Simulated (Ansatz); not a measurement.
Relaxed candidate structures of TiC2:

A. Cmcm (No. 63), oS12; a = 2.8842 Å, b = 12.5977 Å, c = 2.7024 Å, α = β = γ = 90.00°; C 4c (0.000, 0.031, 0.250); C 4c (0.000, 0.249, 0.750); Ti 4c (0.000, 0.384, 0.250)

B. P6/mmm (No. 191), hP3; a = b = 2.671 Å, c = 3.862 Å, α = β = 90.00°, γ = 120.00°; Ti 1a (0.000, 0.000, 0.000); C 2d (0.333, 0.667, 0.500)

C. I4₁/amd, origin choice 1 (No. 141), tI12, anatase type; a = b = 4.040 Å, c = 9.739 Å, α = β = γ = 90.00°; Ti 4b (0.000, 0.000, 0.500); C 8e (0.000, 0.000, 0.280)

D. Fddd, origin choice 1 (No. 70), oF24; a = 4.093 Å, b = 6.076 Å, c = 8.515 Å, α = β = γ = 90.00°; C 16g (0.000, 0.000, 0.089); Ti 8b (0.500, 0.500, 0.500)

Order them by energy per atom (lowest first) at the level PBE (plane waves to 420 eV, PAW, scalar-relativistic; Ansatz, a quantum-chemistry and plane-wave program).

A (reference, the lowest of the structures calculated here), D (+0.21 eV/atom), B (+0.34 eV/atom), C (+1.34 eV/atom)

Each run could gain symmetry but not lose that of its start, so entries can be saddle points. All of these are generated cells (placed on structure types, drawn at random, substituted or restacked) that were not matched to a known phase here. The real structure of this composition may not be among these, and whether this composition forms is not checked here. Static energies at zero pressure. No spin polarisation in the result.
